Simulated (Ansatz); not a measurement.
ScGeCN:
```xyz
4
Lattice="3.4037 0.0000 0.0000 -1.7019 2.9477 0.0000 0.0000 0.0000 5.3759" Properties=species:S:1:pos:R:3 pbc="T T T"
Sc     0.0000     1.9652     2.8191
Ge     1.7019     0.9826     5.3663
C      0.0000     1.9652     0.5089
N      1.7019     0.9826     3.4016
```

Plane-wave PAW PBE (Ansatz code) gives a gap of 2.20 eV without spin–orbit coupling, maximum at K, minimum off the standard path, at k = (0.000, 0.453, -0.435) in fractions of the reciprocal vectors.

Question: What happens when spin–orbit coupling is switched on?

Answer: The gap falls by 0.01 eV, to 2.19 eV; maximum at K, minimum off the standard path, at k = (0.000, 0.451, -0.435) in fractions of the reciprocal vectors.

Space group P3m1. The start of the workflow was typed in or built on a structure type; neither database checked (COD, Materials Project) lists it. Its standing as an ambient phase is unchecked. The PBE relaxation kept the symmetry of its start; whether a distortion lowers the energy is not shown. The run is not spin-polarised.

Potentials: the earlier of the program's two PAW sets.
